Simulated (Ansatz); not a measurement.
# SCF log, Cr₂N

We look at Cr₂N: a measured crystal structure (space group P-31m), with 9 atoms per cell. Sizeable forces remain on the atoms, so the positions aren't those of the computed minimum. Source: COD entry 4311894; it may be a high-temperature, high-pressure or metastable form.

Level of theory: DFT, r2SCAN, PAW, plane waves, scalar-relativistic in Ansatz.

Input:

```yaml
crystal:
  lattice:
    - [4.81102693, 0.0, 0.0]
    - [-2.40551347, 4.16647154, 0.0]
    - [0.0, 0.0, 4.47738]
  atoms:
    - { symbol: Cr, position: [0.33305, 0.0, 0.2491], spin: 3.0 }
    - { symbol: Cr, position: [0.0, 0.33305, 0.2491], spin: 3.0 }
    - { symbol: Cr, position: [0.66695, 0.66695, 0.2491], spin: -3.0 }
    - { symbol: Cr, position: [0.0, 0.66695, 0.7509], spin: 3.0 }
    - { symbol: Cr, position: [0.66695, 0.0, 0.7509], spin: 3.0 }
    - { symbol: Cr, position: [0.33305, 0.33305, 0.7509], spin: -3.0 }
    - { symbol: "N", position: [0.33333333, 0.66666667, 0.5] }
    - { symbol: "N", position: [0.66666667, 0.33333333, 0.5] }
    - { symbol: "N", position: [0.0, 0.0, 0.0] }
magnetization:
  spin_polarized: true
hamiltonian:
  xc: r2scan
  pseudopotentials: { kind: paw }
basis:
  ecutwfc: 500
kpoints:
  mp_grid: { grid: [4, 4, 4] }
scf:
  occupations: { method: fermi_dirac, width: 0.1 }
  lower_state_search: "off"
  algorithm: density_mixing
  max_iter: 70
  mixing: { algorithm: anderson, ndim: 8, beta: 0.3, preconditioner: none }
output:
  forces: true
  stress: true
```

Command:
```sh
ansatz run input.yaml --threads 2 --pin off --max-ram 5120MiB --backend cpu --events-out ev --progress --plain --runs-dir out
```

Output (shortened):

```
Pseudopotentials: kind: paw
Pseudopotential: Cr, paw, valence charge 14, recommended cutoff 500 eV (meta_gga), Cr.paw.azcp
Pseudopotential: N, paw, valence charge 5, recommended cutoff 500 eV (meta_gga), N.paw.azcp
Functional definition: r2SCAN
Crystal: 9 atoms, lattice volume = 89.749 Å³
Basis set: ecut = 500 eV, 2267 PW (Γ), exchange–correlation on 144×144×144 points (64 copies of the dense FFT grid, shifted against one another)
Bands: 71, of which v1, the nominal top of the filled ones, is band 50 counted from 1 (49 counted from 0)
Symmetry: 4 space group operations
Space group: C2/m (ITA 12), of the structure as read, at distance tolerance 4.5e-5 Å
Magnetic group: BNS 12.58 (UNI 65), of the structure as read, at distance tolerance 4.5e-5 Å
k-points: 24 of 64
Non-local potential: Cr, projectors of the file, l = 0: 3, l = 1: 2, l = 2: 3, l = 3: 1
Non-local potential: N, projectors of the file, l = 0: 2, l = 1: 2, l = 2: 1
PAW frozen core: Cr, regenerated for the run's functional (the file was generated under x = pbe(κ = 0.804, μ = 0.2195149727645171), c = pbe(β = 0.06672455060314922))
PAW frozen core: N, regenerated for the run's functional (the file was generated under x = pbe(κ = 0.804, μ = 0.2195149727645171), c = pbe(β = 0.06672455060314922))
Initial density: superposition of atomic densities (chi_scale 0.1, normalization cell, long waves kept (reshape's long-wave potential 0.03 eV rms))
Starting moments: Σ|m| = 18 μB on 6 of 9 sites
Initial wavefunctions: pseudopotential atomic-orbital guess
Functional: x = r2scan, c = r2scan; τ floored in thin density (d = 2e-4 eV/Å³)
SCF iter   1: F=-21437.785011 eV  HF=-21457.924475 eV  |F-HF|=2.01e1  |Δ(HF+E_count)|=         —  Δρ=1.13e-1 (↑1.13e-1 ↓8.72e-2)  dr2=2.60e1  dr2_τ=5.04e-1  dr2_m=2.29e0  M=3.597 μB ∫|m|=12.347 μB  β_m=0.30  ethr=3.10e-3  ⟨swp⟩=5.1  Hψ=10741  notcnv=0  defer=24
SCF iter   2: F=-21452.559952 eV  HF=-21453.212513 eV  |F-HF|=6.53e-1  |Δ(HF+E_count)|=    4.71e0  Δρ=3.41e-2 (↑3.41e-2 ↓3.36e-2)  dr2=1.73e0  dr2_τ=1.71e-1  dr2_m=2.97e-1  M=4.341 μB ∫|m|=14.701 μB  β_m=1.20  ethr=3.10e-3  ⟨swp⟩=3.0  Hψ=8026  notcnv=0  defer=191
Mixer restart at iter 2: flushing history
spin-set hold released at iteration 2 (the charge has settled, or the pull on large starting moments outlasts its swing): the magnetisation degrees of freedom join the quasi-Newton model from the next iteration; the mixer history was flushed
SCF iter   3: F=-21451.670108 eV  HF=-21453.772210 eV  |F-HF|=2.10e0  |Δ(HF+E_count)|=   5.60e-1  Δρ=3.70e-2 (↑3.70e-2 ↓1.99e-2)  dr2=2.83e0  dr2_τ=3.85e-2  dr2_m=2.14e-1  M=3.313 μB ∫|m|=13.718 μB  β_m=1.20  ethr=1.75e-3  ⟨swp⟩=2.1  Hψ=6442  notcnv=0  defer=203  κ⁻¹=1.0e0(r=1)
SCF iter   4: F=-21451.425350 eV  HF=-21453.830341 eV  |F-HF|=2.40e0  |Δ(HF+E_count)|=   5.81e-2  Δρ=3.72e-2 (↑1.69e-2 ↓3.72e-2)  dr2=3.01e0  dr2_τ=2.63e-2  dr2_m=1.62e-1  M=4.087 μB ∫|m|=13.519 μB  β_m=1.20  ethr=1.75e-3  ⟨swp⟩=2.5  Hψ=4556  notcnv=0  defer=203  κ⁻¹=1.6e-1(r=2)
SCF iter   5: F=-21453.930953 eV  HF=-21453.729252 eV  |F-HF|=2.02e-1  |Δ(HF+E_count)|=   1.01e-1  Δρ=9.57e-3 (↑9.57e-3 ↓8.71e-3)  dr2=1.37e-1  dr2_τ=3.82e-3  dr2_m=6.68e-3  M=3.543 μB ∫|m|=13.469 μB  β_m=1.20  ethr=1.75e-3  ⟨swp⟩=2.1  Hψ=4794  notcnv=0  defer=206  κ⁻¹=3.7e-2(r=3)
[... 9 iterations left out ...]
SCF iter  15: F=-21454.042558 eV  HF=-21454.042528 eV  |F-HF|=3.03e-5  |Δ(HF+E_count)|=   1.05e-4  Δρ=7.14e-5 (↑5.78e-5 ↓7.14e-5)  dr2=2.66e-6  dr2_τ=1.47e-7  dr2_m=2.23e-6  M=2.606 μB ∫|m|=11.957 μB  β_m=1.20  ethr=4.80e-9  ⟨swp⟩=2.9  Hψ=6123  notcnv=0  defer=168  κ⁻¹=1.9e-4(r=7)
SCF iter  16: F=-21454.042586 eV  HF=-21454.042575 eV  |F-HF|=1.07e-5  |Δ(HF+E_count)|=   4.70e-5  Δρ=3.90e-5 (↑2.89e-5 ↓3.90e-5)  dr2=7.64e-7  dr2_τ=5.73e-8  dr2_m=4.69e-7  M=2.585 μB ∫|m|=11.938 μB  β_m=1.20  ethr=2.68e-9  ⟨swp⟩=3.0  Hψ=6347  notcnv=0  defer=168  κ⁻¹=8.3e-5(r=7)
SCF iter  17: F=-21454.042591 eV  HF=-21454.042588 eV  |F-HF|=3.02e-6  |Δ(HF+E_count)|=   1.25e-5  Δρ=1.61e-5 (↑1.59e-5 ↓1.61e-5)  dr2=1.66e-7  dr2_τ=1.24e-8  dr2_m=7.76e-8  M=2.580 μB ∫|m|=11.939 μB  β_m=1.20  ethr=7.71e-10  ⟨swp⟩=2.6  Hψ=5913  notcnv=0  defer=168  κ⁻¹=2.2e-5(r=7)
SCF iter  18: F=-21454.042591 eV  HF=-21454.042589 eV  |F-HF|=1.84e-6  |Δ(HF+E_count)|=   1.54e-6  Δρ=1.87e-5 (↑1.09e-5 ↓1.87e-5)  dr2=1.43e-7  dr2_τ=6.42e-9  dr2_m=1.38e-7  M=2.581 μB ∫|m|=11.941 μB  β_m=1.20  ethr=1.01e-10  ⟨swp⟩=4.0  Hψ=9074  notcnv=0  κ⁻¹=9.9e-5(r=7)
SCF iter  19: F=-21454.042592 eV  HF=-21454.042592 eV  |F-HF|=4.13e-7  |Δ(HF+E_count)|=   2.48e-6  Δρ=7.08e-6 (↑7.03e-6 ↓7.08e-6)  dr2=3.20e-8  dr2_τ=1.88e-9  dr2_m=1.57e-8  M=2.579 μB ∫|m|=11.942 μB  β_m=1.20  ethr=1.01e-10  ⟨swp⟩=2.0  Hψ=10530  notcnv=0  κ⁻¹=5.1e-5(r=7)
SCF iter  20: F=-21454.042592 eV  HF=-21454.042592 eV  |F-HF|=1.77e-7  |Δ(HF+E_count)|=   4.16e-7  Δρ=5.16e-6 (↑4.61e-6 ↓5.16e-6)  dr2=1.57e-8  dr2_τ=9.00e-10  dr2_m=9.07e-9  M=2.578 μB ∫|m|=11.942 μB  β_m=1.20  ethr=3.23e-11  ⟨swp⟩=3.9  Hψ=8709  notcnv=0  κ⁻¹=4.1e-5(r=7)
SCF iter  21: F=-21454.042592 eV  HF=-21454.042592 eV  |F-HF|=3.39e-8  |Δ(HF+E_count)|=   2.39e-7  Δρ=2.52e-6 (↑2.52e-6 ↓2.12e-6)  dr2=3.06e-9  dr2_τ=1.98e-10  dr2_m=1.55e-9  M=2.578 μB ∫|m|=11.942 μB  ethr=1.58e-11  ⟨swp⟩=3.4  Hψ=8515  notcnv=0
SCF 1 converged in 21 iterations: F = -21454.042592 eV  dr2 = 3.06e-9
  greatest PAW one-centre occupation: 1.000 electrons in one spin orbital (limit 2), on the Cr atom at site 4 (counted from 0), in its partial waves of l = 0
this state was not tested for a lower state beside it, because the mixer in use, unlike msr1, does not test its closes by its own steps (another_mixer; see scf.mixing.algorithm and scf.lower_state_search)
SCF converged after 21 iterations
Magnetization: 2.5780 μB (50.7890 up, 48.2110 down)
Absolute magnetization: 11.9445 μB (∫|ρ↑−ρ↓|, with the PAW one-centre terms)
Spin contamination: 3.6518 ħ² per cell (⟨S²⟩ above its minimum at these occupations)
Per-site moments (μB) at R_I (Å): [(1.4791, 0.8053), (1.4791, 0.8053), (-1.7934, 0.8053), (1.4791, 0.8053), (1.4791, 0.8053), (-1.7934, 0.8053), (-0.0253, 0.8079), (-0.0253, 0.8079), (-0.0372, 0.8053)]
Free energy (F): -21454.042592 eV
Harris-Foulkes:  -21454.042592 eV  (|F-HF|=3.39e-8)
Internal energy: -21453.820260 eV  (E = F + TS)
E sigma→0 (E₀):  -21453.931426 eV
Entropy (-TS):   -0.222332 eV (-24.704 meV/atom)
Fermi energy:    17.750279 eV
--- Per-component energies (eV) ---
  E_band       = -1021.876564
  E_kinetic    = 2463.588186
  E_local      = -8127.228831  (includes V_loc(G=0)·N_el)
  E_nonlocal   = 619.819824
  E_hartree    = 3469.329514
  E_xc         = -1005.596123
  E_vxc        = -1455.620764  (∫ρ·V_xc dr)
  E_paw        = -7609.788630  (= ΣΔE_a)
  E_vpaw       = -1551.108422  (= ΣTr[D̂ρ^β])
  E_aug_tail   = 0.001454  (compensation charges beyond the density's cutoff)
  E_vtau       = 90.014864  (kinetic-family band-sum trace: ∫τ·v_τ [+ j·A + Jᵃ·Aᵃ] dr)
  E_ewald      = -11262.222997
  E_core_change = -1.722658  (= ΣΔE_core)
  E_smearing   = -0.222332  (= −TS)
  E_closure    = -0.000000  (closes the sum)
  Σ components = -21454.042592   (vs F -21454.042592, Δ=0.00e0)
--- Forces (eV/Å), atoms counted from 1 ---
  atom   1  Cr    -0.20715256    -0.03995816    -0.17540555
  atom   2  Cr     0.06897150    -0.19937846    -0.17540555
  atom   3  Cr     0.27352505     0.47375928    -0.24145001
  atom   4  Cr    -0.06897150     0.19937846     0.17540555
  atom   5  Cr     0.20715256     0.03995816     0.17540555
  atom   6  Cr    -0.27352505    -0.47375928     0.24145001
  atom   7  N     -0.33515103     0.19349954     0.00000000
  atom   8  N      0.33515103    -0.19349954    -0.00000000
  atom   9  N     -0.00000000     0.00000000     0.00000000
  max |Σ_I F_I| component: 5.55e-17 eV/Å
--- Stress (GPa, compression-positive) ---
        1.211132       1.140994      -0.046683
        1.140994       2.528638      -0.080857
       -0.046805      -0.081069       4.252730
  P = ⅓ Tr σ = 2.6642 GPa (26.642 kbar)
```

The log names the space group C2/m, not the crystal's P-31m, as the starting moments make like atoms unequal.

r2SCAN tends to overstate moments and magnetic energies in itinerant metals. Only one magnetic start was run, with no search, so the state need not be the lowest.

The run took 44 s on 2 threads of Arm Neoverse V2, with other jobs on the host, peak memory 0.76 GiB.
